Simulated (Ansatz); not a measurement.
Relaxed-ion elastic tensor of ZnSnN2 in space group R-3m (No. 166; Zn on 3a, Sn on 3b, N on 6c) in GPa (Voigt order), plane-wave PAW r²SCAN (Ansatz code); density 7.87 g/cm³, 11.19 Å³ per atom.

```
       1     2     3      4      5      6
-  -----  ----  ----  -----  -----  -----
1    392   124  82.6  -57.4    0.0    0.0
2    124   392  82.6   57.4    0.0    0.0
3   82.6  82.6   354    0.0    0.0    0.0
4  -57.4  57.4   0.0   25.8    0.0    0.0
5    0.0   0.0   0.0    0.0   25.8  -57.4
6    0.0   0.0   0.0    0.0  -57.4    134
```

Question: Is the crystal mechanically stable?

Answer: On the edge, within the error: the smallest eigenvalue of C is 1.1 GPa.

Question: Work out the Voigt and Reuss bounds. Is their mean of use?

Answer: K_V = 191, K_R = 189; G_V = 93.9, G_R = 2.8 GPa. The bounds lie so far apart that a Hill average or a Debye temperature from it would say little.

The start of the workflow was typed in or built on a structure type; neither database checked (COD, Materials Project) lists it. Whether it is the stable phase at ambient conditions was not checked. The r²SCAN relaxation kept the symmetry of its start; whether a distortion lowers the energy is not shown. Its formation energy is positive at this level, so the cell may be metastable or incomplete. Scalar-relativistic: spin–orbit coupling is off unless named, which matters more the heavier the elements.

Potentials: the later of the program's two PAW sets.
